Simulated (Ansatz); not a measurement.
## Heated and quenched cell Hf32O64

Computed with Ansatz 0.2.0, DFT, PBEsol, PAW, plane waves.

Command:

```sh
ansatz run in.yaml --threads 6 --pin off --max-ram 161500MiB --runs-dir r --events-out ev --progress --plain --backend cuda --devices 0, --max-vram 75GiB
```

The input less its lattice and atoms:

```yaml
accuracy: low
kpoints:
  mp_grid: { grid: [1, 1, 1] }
hamiltonian:
  xc: pbesol
scf:
  occupations: { method: fermi_dirac, width: 0.1 }
md:
  ensemble: nvt_langevin
  timestep: 2.5
  n_steps: 600
  temperature: 4500
  temperature_schedule: [{ n_steps: 240, end_temperature: 4500 }, { n_steps: 360, end_temperature: 300 }]
  friction: 0.02
  initial_velocities: maxwell_boltzmann
  seed: 1
```

Start:

```
Hf O
1.0
    10.59971    0.00000   -0.02925
     0.00000   10.76717    0.00000
    -1.79988    0.00000   10.81421
Hf O
32 64
Direct
  0.15117 0.02122 0.09802
  0.13346 0.02840 0.62149
  0.12754 0.53022 0.09630
  0.14650 0.53752 0.59945
  0.64306 0.02684 0.12864
  0.64316 0.01849 0.59916
  0.64859 0.50101 0.09758
  0.61520 0.52034 0.61292
  0.36458 0.27775 0.13820
  0.35210 0.27152 0.65923
  0.36508 0.75735 0.15345
  0.36753 0.77549 0.64561
  0.86722 0.26680 0.14148
  0.86245 0.28618 0.66055
  0.87043 0.77925 0.12841
  0.85994 0.77044 0.63129
  0.34232 0.44819 0.38073
  0.37566 0.47922 0.89810
  0.33987 0.98006 0.40068
  0.37025 0.96088 0.88986
  0.88222 0.49538 0.38936
  0.85863 0.48149 0.90167
  0.85969 0.98136 0.39037
  0.88218 0.96377 0.91458
  0.13059 0.23573 0.36631
  0.14327 0.24762 0.84945
  0.14072 0.74323 0.33664
  0.13851 0.72914 0.84454
  0.64988 0.22814 0.36155
  0.63835 0.23607 0.84816
  0.62597 0.70036 0.34832
  0.63084 0.72287 0.84596
  0.04735 0.17208 0.15901
  0.01583 0.17002 0.66177
  0.03069 0.67367 0.16327
  0.06773 0.68493 0.66342
  0.54964 0.15696 0.17306
  0.53408 0.15477 0.66894
  0.51333 0.65877 0.17308
  0.54512 0.66832 0.66412
  0.46586 0.41166 0.09245
  0.47043 0.41696 0.56652
  0.48606 0.91010 0.06713
  0.45880 0.89996 0.56539
  0.96905 0.42496 0.10311
  0.95129 0.41827 0.56720
  0.96720 0.91882 0.08034
  0.96317 0.92733 0.59277
  0.44707 0.33397 0.35078
  0.47625 0.33543 0.83512
  0.47680 0.82369 0.34797
  0.48995 0.82586 0.83448
  0.96555 0.34059 0.33242
  0.98529 0.32986 0.81328
  0.95889 0.84757 0.35241
  0.95922 0.84891 0.83812
  0.03912 0.08743 0.43903
  0.03443 0.06425 0.91983
  0.04509 0.56614 0.42004
  0.02687 0.58328 0.91801
  0.54873 0.08028 0.44553
  0.55693 0.08778 0.92265
  0.53597 0.58294 0.42797
  0.53026 0.59357 0.89966
  0.23831 0.39137 0.24340
  0.22138 0.36421 0.74607
  0.21162 0.87833 0.25882
  0.21963 0.89811 0.73573
  0.71661 0.38434 0.23803
  0.73093 0.35658 0.74892
  0.72147 0.86920 0.23763
  0.71313 0.87852 0.73123
  0.26465 0.12070 0.00006
  0.26837 0.11660 0.51601
  0.28576 0.63453 0.00266
  0.26923 0.63359 0.50281
  0.76046 0.13117 0.99674
  0.77534 0.15595 0.54820
  0.77681 0.61191 0.03135
  0.78963 0.63334 0.50952
  0.25680 0.14460 0.27879
  0.27568 0.13325 0.77196
  0.28507 0.64459 0.25683
  0.24474 0.60411 0.73398
  0.77727 0.10224 0.27818
  0.77745 0.13827 0.77877
  0.76024 0.61738 0.24185
  0.78047 0.58938 0.78082
  0.24509 0.37043 0.49254
  0.19335 0.37406 0.01149
  0.21076 0.86379 0.48542
  0.25280 0.88392 0.99313
  0.73828 0.37642 0.48003
  0.74707 0.39926 0.97562
  0.74673 0.87049 0.48005
  0.72128 0.87173 0.98955
```

Some of the steps:

```
step  free energy without the kinetic part, less step 0 (eV)  temperature (K)  largest force component (eV/Å)
   0                                                   0.000             4453                           10.77
  13                                                  14.927             4226                            9.17
  26                                                  23.826             3799                           10.25
  39                                                  23.994             4041                            7.92
  52                                                  19.335             3950                            7.49
  65                                                  24.683             4167                           10.84
  78                                                  28.617             4315                            8.45
  91                                                  32.121             4334                            8.00
 104                                                  30.360             4141                           10.45
 117                                                  27.451             4489                            9.55
 130                                                  33.609             4520                            9.05
 143                                                  32.812             4491                            8.28
 156                                                  37.055             4507                           14.36
 169                                                  30.865             4642                            7.59
 182                                                  40.909             3718                           10.31
 195                                                  32.325             5859                            9.48
 208                                                  46.079             4912                           10.40
 221                                                  40.824             5052                            7.16
 234                                                  48.880             3952                           12.77
 247                                                  48.132             4201                            8.43
 260                                                  43.298             4274                            8.88
 273                                                  41.951             3626                           13.56
 286                                                  34.903             4195                            8.69
 299                                                  32.938             4484                           11.44
 312                                                  26.679             4239                            7.00
 325                                                  31.368             3410                            9.91
 338                                                  30.773             3362                            7.79
 351                                                  31.344             3057                            6.85
 364                                                  25.571             3185                            9.42
 377                                                  31.549             2806                            8.27
 390                                                  22.183             2941                            5.78
 403                                                  22.623             2769                            8.41
 416                                                  19.154             2603                            7.61
 429                                                  14.685             2723                            5.97
 442                                                  12.152             2579                            6.74
 455                                                  12.583             2093                            5.51
 468                                                  13.637             1995                            4.92
 481                                                   9.725             1997                            5.93
 494                                                   6.634             1704                            5.43
 507                                                   6.539             1481                            6.01
 520                                                   4.399             1446                            5.98
 533                                                   0.534             1478                            7.07
 546                                                  -2.792             1259                            4.19
 559                                                  -3.945             1006                            3.68
 572                                                  -5.443              834                            4.12
 585                                                  -8.154              749                            4.36
 598                                                 -10.076              610                            3.84
```

End:

```
Hf O
1.0
    10.59971    0.00000   -0.02925
     0.00000   10.76717    0.00000
    -1.79988    0.00000   10.81421
Hf O
32 64
Cartesian
  1.0576 0.6213 1.1052
  -0.1081 0.0637 6.6618
  2.0896 5.3455 0.9255
  -0.0284 5.7511 6.8327
  7.3685 0.1303 0.9306
  5.2138 0.5844 6.7193
  6.2340 6.2204 1.1786
  5.3865 5.6839 6.5388
  4.1887 2.1622 1.0244
  2.5841 2.6984 6.7886
  3.3863 8.0965 1.2949
  2.7558 8.1481 7.4674
  9.4370 3.0862 0.5779
  7.6972 3.0777 6.8712
  9.8759 8.7743 1.4731
  8.2690 8.4319 6.8940
  2.8164 5.2866 4.4366
  2.5266 5.5801 9.4847
  2.2419 0.3192 4.2652
  2.5785 0.0025 9.3867
  8.4750 6.1803 4.2540
  8.0734 5.8714 9.6007
  7.9067 9.6510 3.9003
  7.7502 0.2816 8.9870
  -0.1124 2.9793 4.1439
  -0.0646 2.8460 8.8811
  1.2162 8.1478 3.8264
  -0.3161 8.7065 9.6561
  7.2049 2.3357 3.5747
  4.8209 3.2108 9.3374
  4.9268 8.2491 4.1336
  5.3601 8.1249 8.9731
  0.4742 2.4010 1.9602
  9.3177 1.5988 7.6029
  2.1390 6.5221 2.7107
  -1.1841 7.0389 8.3148
  5.6277 2.4581 2.3468
  4.1958 1.9401 7.7395
  6.2138 9.9948 9.9297
  4.1527 6.5260 8.0216
  4.2469 6.0296 0.7746
  3.6331 4.5067 6.0312
  5.4150 0.0358 0.4224
  4.3197 8.4442 6.0762
  0.1571 4.9771 0.3379
  8.8045 2.4071 5.1669
  8.3053 7.6786 10.5397
  8.9552 9.9719 5.5560
  7.4603 5.0781 5.6338
  1.4901 1.2990 7.9363
  3.1312 8.8834 3.4249
  3.4476 8.4353 9.3629
  -0.4945 4.9332 4.9632
  9.0695 4.5168 8.1594
  0.3404 9.9141 3.1734
  9.1909 9.7546 7.9605
  0.6911 1.2518 5.1428
  8.7565 2.2368 9.9173
  9.6108 7.2625 5.7992
  0.5179 7.0146 10.4883
  6.2631 2.1038 5.5238
  3.3021 2.0618 9.9603
  4.6926 6.2442 4.5551
  4.1042 4.6499 10.7181
  3.1184 3.7844 1.6198
  0.7149 3.6084 7.1271
  1.4803 8.7525 1.3776
  1.1585 9.3317 8.1613
  7.5196 5.8243 2.5487
  3.1012 4.0056 8.4414
  7.8996 9.0766 1.8621
  6.7303 9.8319 7.5254
  0.7220 1.6230 10.7577
  3.5141 1.0228 5.6167
  1.4257 9.3686 10.6508
  1.5198 6.4718 5.2267
  7.8561 2.0019 0.1769
  7.7104 0.6473 2.9080
  5.5209 7.0530 10.6390
  7.2805 7.9189 4.9129
  2.5966 1.0298 2.4078
  3.9774 10.2546 7.9581
  5.3777 7.8405 2.2039
  1.5383 6.4872 7.9388
  8.8323 3.1937 2.6349
  6.7917 1.7143 8.0319
  9.8568 7.6047 3.1337
  6.6994 7.0786 7.6794
  1.7540 3.4859 4.3981
  0.8108 4.6191 9.8356
  1.4307 9.4290 5.4837
  -0.9601 10.5015 10.0890
  6.0330 4.1767 7.5855
  6.6748 4.3823 10.0014
  6.0686 10.0545 4.4259
  9.6108 10.7183 1.0170
```

The run ended as planned.

Time: 21 min of wall time on one NVIDIA H100 with 6 processor threads, on a host shared with other runs; peak host memory 1.3 GiB.
